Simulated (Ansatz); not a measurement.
**Relaxing Sc**

These are results of DFT r2SCAN, scalar-relativistic, plane waves, PAW (Ansatz), not measurements.

The start puts Sc on the trigonal selenium structure type (P3_121, No. 152), at a guessed volume.

Input of the last, converged step (default PAW datasets):

```yaml
crystal:
  lattice:
    - [-1.8418296121, 1.8418296121, 1.8418296121]
    - [1.8418296121, -1.8418296121, 1.8418296121]
    - [1.8418296121, 1.8418296121, -1.8418296121]
  atoms:
    - { symbol: Sc, position: [0.0, 0.0, 0.0] }
basis:
  ecutwfc: 500
kpoints:
  mp_grid: { grid: [22, 22, 22] }
hamiltonian:
  xc: r2scan
scf:
  occupations: { method: gaussian, width: 0.1 }
output:
  forces: true
  stress: true
  eigenvalues: true
relax:
  adjacent_minimum: "off"
  f_tol: 0.01
  max_steps: 80
  cell: { stress_tol: 0.05 }
```

It can be run as:

```bash
ansatz run input.yaml --threads 1 --pin off --backend cpu --events-out ev --progress --plain --runs-dir out  # memory cap (--max-ram) not shown
```

The program printed at the end:

```
SCF converged after 4 iterations
Free energy (F): -2140.500179 eV
Harris-Foulkes:  -2140.500179 eV  (|F-HF|=4.55e-13)
Internal energy: -2140.488535 eV  (E = F + TS)
E sigma→0 (E₀):  -2140.494357 eV
Entropy (-TS):   -0.011644 eV (-11.644 meV/atom)
Fermi energy:    9.187633 eV
--- Per-component energies (eV) ---
  E_band       = -183.279783
  E_kinetic    = 259.572588
  E_local      = -845.200951  (includes V_loc(G=0)·N_el)
  E_nonlocal   = 81.560942
  E_hartree    = 286.787380
  E_xc         = -99.782596
  E_vxc        = -140.939696  (∫ρ·V_xc dr)
  E_paw        = -963.796337  (= ΣΔE_a)
  E_vpaw       = -121.102447  (= ΣTr[D̂ρ^β])
  E_aug_tail   = 0.000005  (compensation charges beyond the density's cutoff)
  E_vtau       = 9.255018  (kinetic-family band-sum trace: ∫τ·v_τ [+ j·A + Jᵃ·Aᵃ] dr)
  E_ewald      = -859.391075
  E_core_change = -0.238492  (= ΣΔE_core)
  E_smearing   = -0.011644  (= −TS)
  E_closure    = 0.000000  (closes the sum)
  Σ components = -2140.500179   (vs F -2140.500179, Δ=0.00e0)
--- Forces (eV/Å), atoms counted from 1 ---
  atom   1  Sc     0.00000000     0.00000000     0.00000000
  max |Σ_I F_I| component: 9.86e-32 eV/Å
--- Stress (GPa, compression-positive) ---
       -0.033236       0.000000       0.000000
        0.000000      -0.033236       0.000000
        0.000000       0.000000      -0.033236
  P = ⅓ Tr σ = -0.0332 GPa (-0.332 kbar)
--- Relaxed structure (2 steps of the walk, 2 accepted, 1 SCFs on fresh bases) ---
  F+E_penalty+E_count = -2140.50017930 eV   max|allowed force component| = 0.000e0 eV/Å   (the final SCF, on the basis selected at the relaxed cell)
  cell:  # Å, volume = 25.1043 Å³
    - [-1.844575, 1.844575, 1.844575]
    - [1.844575, -1.844575, 1.844575]
    - [1.844575, 1.844575, -1.844575]
  atoms:
    - { symbol: Sc, position: [0.0, 0.0, 0.0] }
```

Absolute energies hang on the potentials; compare differences alone.

The result has space group Im-3m (No. 229). Sc has 8 Sc at 3.19 Å and 6 Sc at 3.69 Å.

A structure relaxed within its symmetry needn't be a true minimum.